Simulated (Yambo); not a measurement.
G0W0@PBEsol for InAlSb2 (space group P-4m2, No. 115) in Yambo (2×2×2 mesh, 7 Ry block, plasmon pole, screening fixed), without a terminator:

```
bands N in G  gap Γ → Γ (eV)  shift of the valence edge (eV)
------------  --------------  ------------------------------
142                    0.988                          -0.201
240                    0.960                          -0.483
372                    0.951                          -0.605
```

**Question.** Extrapolate both columns to infinite N with E(N) = E∞ + A/N, test the form, and compare with the terminator.

**Answer.** From two points, E∞ = (N2 E2 − N1 E1)/(N2 − N1). The two largest N give 0.93 eV for the gap and -0.83 eV for the shift; the two smallest give 0.92 eV and -0.89 eV. For the gap the slopes A are 9.7 and 6.1 eV: the form isn't reached, and its limit is uncertain. For the shift the slopes A are 98 and 83 eV: the form isn't reached, and its limit is uncertain. With the Bruneval-Gonze terminator and 372 bands the run gives 0.94 eV and -0.70 eV, 0.01 eV and 0.12 eV from the extrapolated values: the terminator too is an estimate of the remainder. Block, mesh and the bands in W are held fixed.

The standard potentials for In, Sb keep a d shell in the valence without the s and p states of that shell. In tests on such compounds this moved G0W0 gaps by up to about 0.9 eV, so absolute quasiparticle energies here are unreliable; differences between settings are what counts.

Spin-orbit coupling is included.

Geometry relaxed with PBEsol; primitive cell a = 4.481 Å, b = 4.481 Å, c = 6.315 Å, α = 90.00°, β = 90.00°, γ = 90.00°.

The structure is a Materials Project entry; no match was found in the copy of COD used, and its stability was not checked.

A shift is the quasiparticle energy of the state minus its PBEsol energy.
